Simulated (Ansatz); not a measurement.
GaCuSe2 (chalcopyrite, I-42d) at seven volumes, the program Ansatz at the PBEsol level (PAW), shape and atoms relaxed at each. One row is withheld.

```tsv
V (Å³/atom)	P (GPa)
19.539	?
20.183	5.10
20.827	2.33
21.472	0.00
22.116	-1.96
22.760	-3.57
23.404	-4.95
```

Q: Fit the shown pressures and predict the withheld one.

A: Third-order Birch–Murnaghan: P = (3/2)B₀(x^(7/2) − x^(5/2))[1 + (3/4)(B′ − 4)(x − 1)] with x = (V₀/V)^(2/3). Least squares on the six rows gives V₀ = 21.472 Å³/atom, B₀ = 70.84 GPa, B′ = 4.89. At V = 19.539, x = 1.0649 and P = 8.42 GPa. The run itself gave 8.40 GPa.

The cell was relaxed with PBEsol under the symmetry of its start. No spin polarisation was allowed.

Potentials: the later of the program's two PAW sets.
